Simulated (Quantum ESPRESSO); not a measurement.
Inputs of pw.x and gipaw.x (a modified build of Quantum ESPRESSO, PBE) for RbCl; the starting potential comes from an earlier run on another mesh:

```
&CONTROL
  calculation = 'scf'
  prefix = 'x'
  pseudo_dir = './pseudo'
  outdir = './out'
  tprnfor = .true.
/
&SYSTEM
  ibrav = 0
  nat = 2
  ntyp = 2
  ecutwfc = 50
  ecutrho = 200
  occupations = 'fixed'
  nbnd = 8
/
&ELECTRONS
  conv_thr = 1e-11
  startingpot = 'file'
/
ATOMIC_SPECIES
Rb 85.468 Rb.GGA_PBE-JTH.UPF
Cl 35.450 Cl.GGA_PBE-JTH.UPF
CELL_PARAMETERS angstrom
    0.000000000000     3.308705000000     3.308705000000
    3.308705000000     0.000000000000     3.308705000000
    3.308705000000     3.308705000000     0.000000000000
ATOMIC_POSITIONS crystal
Rb     0.000000000000     0.000000000000     0.000000000000
Cl     0.500000000000     0.500000000000     0.500000000000
K_POINTS automatic
4 4 4 1 1 1
```

```
&INPUTGIPAW
  job = 'nmr'
  prefix = 'x'
  tmp_dir = './out/'
  restart_mode = 'from_scratch'
  pawproj(1) = .true.
  pawproj(2) = .true.
  use_nmr_macroscopic_shape = .false.
/
```

The cell comes from the Materials Project (a computed structure). It is RbCl in Fm-3m. Stability against distortions was not tested.

Problem. Give the final section of the GIPAW output.

Solution. 
```
     Total NMR chemical shifts in ppm: ---------------------------------------
     (adopting the Simpson convention for anisotropy and asymmetry)-----------

     Atom  1  Rb  pos: (  0.000000  0.000000  0.000000)  Total sigma:        3036.84
          3036.8373          0.0000          0.0000
             0.0000       3036.8373          0.0000
             0.0000          0.0000       3036.8373

     Rb      1    anisotropy:      0.00    eta:    0.0000
     Rb      1    sigma_11=   3036.84
     Rb      1    sigma_22=   3036.84
     Rb      1    sigma_33=   3036.84

     Atom  2  Cl  pos: (  0.707107  0.707107  0.707107)  Total sigma:         882.24
           882.2446         -0.0000         -0.0000
            -0.0000        882.2446         -0.0000
            -0.0000         -0.0000        882.2446

     Cl      2    anisotropy:     -0.00    eta:    0.0000
     Cl      2    sigma_11=    882.24
     Cl      2    sigma_22=    882.24
     Cl      2    sigma_33=    882.24
```
The printed anisotropy is 3/2 (σ_33 − σ_iso) in the program's own order; the axes are left out here. All sites are cubic, so the anisotropy vanishes by symmetry. These are absolute shieldings with no macroscopic susceptibility term; δ = σ_ref − σ needs a reference computed alike. By our sweeps, such settings leave a few ppm in absolute σ on light atoms and up to some 20 ppm from Zn on. Spin–orbit coupling is left out; its weight grows with the heaviest atom, Rb here. No d partial waves on Cl: the paramagnetic term there is incompletely reconstructed. The structure is static (0 K, no zero-point motion).
